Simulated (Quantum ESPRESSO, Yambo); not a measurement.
CdO2H2 (space group P-3m1, No. 164): one geometry, one set of PBEsol (Quantum ESPRESSO, PseudoDojo norm-conserving, 102 Ry, scalar-relativistic) orbitals, self-energies from Yambo (6×6×4 Γ-centred k mesh, bands 5 to 79 and a 7 Ry block in the screening, 79 bands in G with the Bruneval-Gonze terminator, plasmon pole fitted at 27.2 eV).

| level | gap M → Γ (eV) | direct gap at Γ (eV) |
|---|---|---|
| PBEsol (Quantum ESPRESSO) | 1.59 | 1.97 |
| exchange only (Hartree-Fock self-energy on PBEsol orbitals) | 11.16 | 11.72 |
| static COHSEX@PBEsol | 4.07 | 4.65 |
| G0W0@PBEsol, plasmon pole | … | … |
| G0W0@PBEsol, multipole fit to 8 frequencies, no terminator | … | … |

Question: Fill in the missing entries.

Answer: 
- G0W0@PBEsol, plasmon pole, gap M → Γ (eV): 3.30
- G0W0@PBEsol, plasmon pole, direct gap at Γ (eV): 3.81
- G0W0@PBEsol, multipole fit to 8 frequencies, no terminator, gap M → Γ (eV): 3.17
- G0W0@PBEsol, multipole fit to 8 frequencies, no terminator, direct gap at Γ (eV): 3.67

Bare exchange has no screening and gives the widest gap; static COHSEX screens it but leaves out the frequency dependence, which G0W0 restores.

Convergence of the G0W0 settings was not tested.

Spin-orbit coupling is not included.

Geometry relaxed with PBE+D3(BJ); primitive cell a = b = 3.5433 Å, c = 4.5852 Å, α = β = 90.00°, γ = 120.00°.

The structure is a Materials Project entry; no match was found in the copy of COD used, and its stability was not checked.
